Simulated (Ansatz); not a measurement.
Consider the following.

GeSe2:
Space group R3m, hexagonal axes (No. 160); a = b = 3.746 Å, c = 16.468 Å, α = β = 90.00°, γ = 120.00°

| atom | site | symmetry | x | y | z |
|---|---|---|---|---|---|
| Ge | 3a | 3m | 0.0000 | 0.0000 | 0.0014 |
| Se | 3a | 3m | 0.0000 | 0.0000 | 0.7660 |
| Se | 3a | 3m | 0.0000 | 0.0000 | 0.5658 |
(The calculation used a cell of 3 atoms; values per cell refer to that cell.)

This is the PBE-relaxed structure.

Q: All from plane-wave PAW PBE (Ansatz code), unless another level is named. Estimate the electronic character.

A: metallic (no gap).

Q: Next, the formation energy from the elements (no fitted shifts)?

A: 0.074 eV/atom.

Q: Give the density of states at the Fermi level.

A: 0.54 states/eV per atom (mean over ±0.08 eV).

The cell is a constructed one: a structure type filled with these elements; neither database checked (COD, Materials Project) lists it. Whether it is the stable phase at ambient conditions was not checked. The cell was relaxed with PBE under the symmetry of its start; its stability against distortions is not shown here. A crystal of weakly bound layers computed without a dispersion correction: the cell and the soft elastic constants depend strongly on that. The references are the lowest solids computed at this level, not always the standard phases. Spin–orbit coupling is left out wherever it is not named.

Potentials: the later of the program's two PAW sets.
